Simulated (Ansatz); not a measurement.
MoW:
```cif
data_MoW
_chemical_formula_sum 'Mo1 W1'
_space_group_name_H-M_alt 'Pm-3m'
_space_group_IT_number 221
_space_group_name_Hall '-P 4 2 3'
_cell_length_a 3.14198
_cell_length_b 3.14198
_cell_length_c 3.14198
_cell_angle_alpha 90.000
_cell_angle_beta 90.000
_cell_angle_gamma 90.000
loop_
_atom_site_label
_atom_site_type_symbol
_atom_site_symmetry_multiplicity
_atom_site_Wyckoff_symbol
_atom_site_fract_x
_atom_site_fract_y
_atom_site_fract_z
_atom_site_occupancy
Mo1 Mo 1 a 0.00000 0.00000 0.00000 1
W1 W 1 b 0.50000 0.50000 0.50000 1
```

Relaxed with PBEsol.

Question: Decompose the optical modes at the zone centre into irreducible representations, and say which are infrared and Raman allowed.

Answer: Point group m-3m: Γ_opt = T1u. Infrared: T1u. Raman: none.

Question: Assign frequencies (DFPT, the program Ansatz at the PBEsol level (PAW)).

Answer: T1u 186 cm⁻¹.

The start of the workflow was typed in or built on a structure type; neither database checked (COD, Materials Project) lists it. Whether it is the stable phase at ambient conditions was not checked. The cell was relaxed with PBEsol under the symmetry of its start; its stability against distortions is not shown here. No spin polarisation was allowed. As this level gives no gap, phonon frequencies hold no LO–TO term and depend on the k-mesh and smearing (Fermi–Dirac, 0.1 eV here). Scalar-relativistic: spin–orbit coupling is off unless named, which matters more the heavier the elements.

Potentials: the earlier of the program's two PAW sets. The files were generated under PBE; for other functionals the program regenerates the frozen cores, and for LDA and PBEsol the local potential too.
